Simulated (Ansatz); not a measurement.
VN:
```cif
data_NV
_chemical_formula_sum 'V1 N1'
_space_group_name_H-M_alt 'P 1'
_space_group_IT_number 1
_cell_length_a 2.85822
_cell_length_b 2.85822
_cell_length_c 2.85822
_cell_angle_alpha 60.000
_cell_angle_beta 60.000
_cell_angle_gamma 60.000
loop_
_space_group_symop_operation_xyz
  'x, y, z'
loop_
_atom_site_label
_atom_site_type_symbol
_atom_site_fract_x
_atom_site_fract_y
_atom_site_fract_z
_atom_site_occupancy
V1 V 0.00000 0.00000 0.00000 1
N1 N 0.50000 0.50000 0.50000 1
```

Relaxed with LDA.

Decompose the optical modes at the zone centre into irreducible representations, and say which are infrared and Raman allowed.

Point group m-3m: Γ_opt = T1u. Infrared: T1u. Raman: none.

Assign frequencies (DFPT, plane-wave PAW LDA (Ansatz code)).

T1u 411 cm⁻¹.

Space group Fm-3m (rock salt). Symmetry was held in the LDA relaxation; of distortions, only those at the zone centre were tested. No spin polarisation was allowed. As this level gives no gap, phonon frequencies hold no LO–TO term and depend on the k-mesh and smearing (Fermi–Dirac, 0.1 eV here).

Potentials: the later of the program's two PAW sets.
